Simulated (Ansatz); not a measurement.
Here is the system:

BAs:
```cif
data_As4B4
_chemical_formula_sum 'As4 B4'
_space_group_name_H-M_alt 'F-43m'
_space_group_IT_number 216
_space_group_name_Hall 'F -4 2 3'
_cell_length_a 4.76796
_cell_length_b 4.76796
_cell_length_c 4.76796
_cell_angle_alpha 90.000
_cell_angle_beta 90.000
_cell_angle_gamma 90.000
loop_
_atom_site_label
_atom_site_type_symbol
_atom_site_symmetry_multiplicity
_atom_site_Wyckoff_symbol
_atom_site_fract_x
_atom_site_fract_y
_atom_site_fract_z
_atom_site_occupancy
As1 As 4 c 0.25000 0.25000 0.25000 1
B1 B 4 a 0.00000 0.00000 0.00000 1
```
(The calculation used a cell of 2 atoms; values per cell refer to that cell.)

This is the PBEsol-relaxed structure.

### Question
All from plane-wave PAW PBEsol (Ansatz code), unless another level is named. Estimate the smallest direct gap on the standard path.

### Answer
3.25 eV.

### Question
Next, the band gap?

### Answer
1.08 eV (indirect).

### Question
Give the weight of the conduction-edge state by species (Voronoi cells).

### Answer
B 54 %, As 46 %.

The cell was relaxed with PBEsol under the symmetry of its start. Spin–orbit coupling is left out wherever it is not named.

Potentials: the later of the program's two PAW sets.
